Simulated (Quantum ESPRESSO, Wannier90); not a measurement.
# HfN (rock salt): Wannier90 run

Cell from Materials Project (mp-2828), symmetrised, no further relaxation. COD (Crystallography Open Database) has an entry of this formula and space group (matched by these alone). Computed values, not measurements, from PBEsol: Quantum ESPRESSO (norm-conserving PseudoDojo potentials, cutoff 68 Ry, no spin polarisation, no spin-orbit coupling) on a Γ-centred 12×12×12 mesh, then Wannier90. Density: 12×12×12 mesh, cold smearing 0.01 Ry. Spin-orbit coupling is left out although heavy elements are present.

On the energy scale of pw.x, whose zero is arbitrary, the Fermi level lies at 18.64 eV.

Input w.win:

```
num_bands = 17
num_wann = 9
exclude_bands = 1-5
num_iter = 800
conv_tol = 1.0e-6
conv_window = 4
dis_num_iter = 1000
dis_conv_tol = 1.0e-6
dis_froz_max = 20.14
write_hr = true
write_u_matrices = true
begin projections
Hf: s;d
N: p
end projections
begin unit_cell_cart
ang
    0.0000000000    2.2558600000    2.2558600000
    2.2558600000    0.0000000000    2.2558600000
    2.2558600000    2.2558600000    0.0000000000
end unit_cell_cart
begin atoms_frac
Hf   0.0000000000  0.0000000000  0.0000000000
N    0.5000000000  0.5000000000  0.5000000000
end atoms_frac
mp_grid = 12 12 12
begin kpoints
0.0000000000 0.0000000000 0.0000000000
0.0000000000 0.0000000000 0.0833333333
0.0000000000 0.0000000000 0.1666666667
... (1725 more lines: the 12x12x12 mesh through Gamma)
end kpoints
```

Input of pw2wannier90.x that gives the overlap and projection files (equivalent; here they were cut from one run over all bands):

```
&inputpp
  outdir = './out'
  prefix = 'pwscf'
  seedname = 'w'
  write_amn = .true.
  write_mmn = .true.
/
```

Output w.wout (banner and timings cut):

```
                                    ------
                                    SYSTEM
                                    ------

                              Lattice Vectors (Ang)
                    a_1     0.000000   2.255860   2.255860
                    a_2     2.255860   0.000000   2.255860
                    a_3     2.255860   2.255860   0.000000

                   Unit Cell Volume:      22.95971  (Ang^3)

                        Reciprocal-Space Vectors (Ang^-1)
                    b_1    -1.392636   1.392636   1.392636
                    b_2     1.392636  -1.392636   1.392636
                    b_3     1.392636   1.392636  -1.392636

 *----------------------------------------------------------------------------*
 |   Site       Fractional Coordinate          Cartesian Coordinate (Ang)     |
 +----------------------------------------------------------------------------+
 | hf   1   0.00000   0.00000   0.00000   |    0.00000   0.00000   0.00000    |
 | n    1   0.50000   0.50000   0.50000   |    2.25586   2.25586   2.25586    |
 *----------------------------------------------------------------------------*
                                ------------
                                K-POINT GRID
                                ------------

             Grid size = 12 x 12 x 12      Total points = 1728

 *---------------------------------- MAIN ------------------------------------*
 |  Number of Wannier Functions               :                 9             |
 |  Number of Objective Wannier Functions     :                 9             |
 |  Number of input Bloch states              :                17             |
 |  Output verbosity (1=low, 5=high)          :                 1             |
 |  Timing Level (1=low, 5=high)              :                 1             |
 |  Optimisation (0=memory, 3=speed)          :                 3             |
 |  Length Unit                               :               Ang             |
 |  Post-processing setup (write *.nnkp)      :                 F             |
 |  Using Gamma-only branch of algorithms     :                 F             |
 *----------------------------------------------------------------------------*
 *------------------------------- WANNIERISE ---------------------------------*
 |  Total number of iterations                :               800             |
 |  Number of CG steps before reset           :                 5             |
 |  Trial step length for line search         :             2.000             |
 |  Convergence tolerence                     :         0.100E-05             |
 |  Convergence window                        :                 4             |
 |  Iterations between writing output         :                 1             |
 |  Iterations between backing up to disk     :               100             |
 |  Write r^2_nm to file                      :                 F             |
 |  Write xyz WF centres to file              :                 F             |
 |  Write on-site energies <0n|H|0n> to file  :                 F             |
 |  Use guiding centre to control phases      :                 F             |
 |  Use phases for initial projections        :                 F             |
 *----------------------------------------------------------------------------*
 *------------------------------- DISENTANGLE --------------------------------*
 |  Using band disentanglement                :                 T             |
 |  Total number of iterations                :              1000             |
 |  Mixing ratio                              :             0.500             |
 |  Convergence tolerence                     :         1.000E-06             |
 |  Convergence window                        :                 3             |
 *----------------------------------------------------------------------------*
 *-------------------------------- PLOTTING ----------------------------------*
 |  Plotting Hamiltonian in WF basis          :                 T             |
 *----------------------------------------------------------------------------*

       ... (k-mesh section left out)

 Starting a new Wannier90 calculation ...

 Reading overlaps from w.mmn

 Reading projections from w.amn

 *------------------------------- DISENTANGLE --------------------------------*
 +----------------------------------------------------------------------------+
 |                              Energy  Windows                               |
 |                              ---------------                               |
 |                   Outer:    9.70666  to   48.33285  (eV)                   |
 |                   Inner:    9.70666  to   20.14000  (eV)                   |
 +----------------------------------------------------------------------------+
   Number of target bands to extract:    9

                   Unitarised projection of Wannier functions
                   ------------------------------------------
   A_mn = <psi_m|g_n> --> S = A.A^+ --> U = S^-1/2.A
   In dis_project... done
   Using an inner window (linner = T)
   In dis_proj_froz... done

                   Extraction of optimally-connected subspace
                   ------------------------------------------
 +---------------------------------------------------------------------+<-- DIS
 |  Iter     Omega_I(i-1)      Omega_I(i)      Delta (frac.)           |<-- DIS
 +---------------------------------------------------------------------+<-- DIS
       1      14.65313263      13.73726239       6.667E-02    <-- DIS
       2      13.68056684      13.48169804       1.475E-02    <-- DIS
       3      13.50622678      13.31931401       1.403E-02    <-- DIS
       4      13.34847630      13.20018207       1.123E-02    <-- DIS
       5      13.22232491      13.10915454       8.633E-03    <-- DIS
       6      13.12384886      13.03778202       6.601E-03    <-- DIS
       ... (lines left out)
      74      12.66696839      12.66698056      -9.607E-07    <-- DIS
      75      12.66693229      12.66694198      -7.644E-07    <-- DIS
      76      12.66689846      12.66690583      -5.818E-07    <-- DIS

             <<<      Delta < 1.000E-06  over  3 iterations     >>>
             <<< Disentanglement convergence criteria satisfied >>>

        Final Omega_I    12.66690583 (Ang^2)

 +----------------------------------------------------------------------------+

 Writing checkpoint file w.chk... done

 *------------------------------- WANNIERISE ---------------------------------*
 +--------------------------------------------------------------------+<-- CONV
 | Iter  Delta Spread     RMS Gradient      Spread (Ang^2)            |<-- CONV
 +--------------------------------------------------------------------+<-- CONV

 ------------------------------------------------------------------------------
 Initial State
  WF centre and spread    1  ( -0.000000,  0.000003,  0.000002 )     2.63573047
  WF centre and spread    2  (  0.000161, -0.000053,  0.000001 )     1.24411653
  WF centre and spread    3  ( -0.000021, -0.000000,  0.000009 )     1.77811686
  WF centre and spread    4  ( -0.000000, -0.000010, -0.000010 )     1.77812384
  WF centre and spread    5  ( -0.000169,  0.000051,  0.000000 )     1.24372077
  WF centre and spread    6  (  0.000022,  0.000009, -0.000000 )     1.77810686
  WF centre and spread    7  (  2.255858,  2.255856,  2.255860 )     0.90686253
  WF centre and spread    8  (  2.255858,  2.255863,  2.255851 )     0.90673031
  WF centre and spread    9  (  2.255861,  2.255860,  2.255869 )     0.90681801
  Sum of centres and spreads (  6.767570,  6.767580,  6.767581 )    13.17832617

      0     0.132E+02     0.0000000000       13.1783262024  <-- CONV
        O_D=      0.0000013 O_OD=      0.5114190 O_TOT=     13.1783262 <-- SPRD
 ------------------------------------------------------------------------------
      1    -0.308E-01     0.0558039487       13.1475705440  <-- CONV
        O_D=      0.0000025 O_OD=      0.4806622 O_TOT=     13.1475705 <-- SPRD
      2    -0.266E-01     0.0719454683       13.1210106254  <-- CONV
        O_D=      0.0000017 O_OD=      0.4541031 O_TOT=     13.1210106 <-- SPRD
      3    -0.176E-01     0.0593782368       13.1033653170  <-- CONV
        O_D=      0.0000015 O_OD=      0.4364580 O_TOT=     13.1033653 <-- SPRD
      4    -0.159E-01     0.0516076086       13.0875053183  <-- CONV
        O_D=      0.0000015 O_OD=      0.4205980 O_TOT=     13.0875053 <-- SPRD
      5    -0.110E-01     0.0485819032       13.0764621775  <-- CONV
        O_D=      0.0000013 O_OD=      0.4095551 O_TOT=     13.0764622 <-- SPRD
       ... (lines left out)
     31    -0.618E-06     0.0004199370       13.0620285594  <-- CONV
        O_D=      0.0000009 O_OD=      0.3951218 O_TOT=     13.0620286 <-- SPRD
     32    -0.506E-06     0.0002983852       13.0620280532  <-- CONV
        O_D=      0.0000009 O_OD=      0.3951213 O_TOT=     13.0620281 <-- SPRD
     33    -0.358E-06     0.0002540446       13.0620276947  <-- CONV
        O_D=      0.0000009 O_OD=      0.3951210 O_TOT=     13.0620277 <-- SPRD
             <<<     Delta < 1.000E-06  over  4 iterations     >>>
             <<< Wannierisation convergence criteria satisfied >>>
 Final State
  WF centre and spread    1  ( -0.000000,  0.000003,  0.000002 )     2.53712800
  WF centre and spread    2  (  0.000169, -0.000056,  0.000000 )     1.24844291
  WF centre and spread    3  ( -0.000023, -0.000000,  0.000010 )     1.77876404
  WF centre and spread    4  ( -0.000000, -0.000010, -0.000011 )     1.77876865
  WF centre and spread    5  ( -0.000178,  0.000054,  0.000000 )     1.24798148
  WF centre and spread    6  (  0.000024,  0.000008, -0.000000 )     1.77875360
  WF centre and spread    7  (  2.255855,  2.255858,  2.255860 )     0.89745148
  WF centre and spread    8  (  2.255858,  2.255862,  2.255847 )     0.89732642
  WF centre and spread    9  (  2.255864,  2.255860,  2.255873 )     0.89741108
  Sum of centres and spreads (  6.767570,  6.767580,  6.767581 )    13.06202766

         Spreads (Ang^2)       Omega I      =    12.666905829
        ================       Omega D      =     0.000000897
                               Omega OD     =     0.395120969
    Final Spread (Ang^2)       Omega Total  =    13.062027695
```
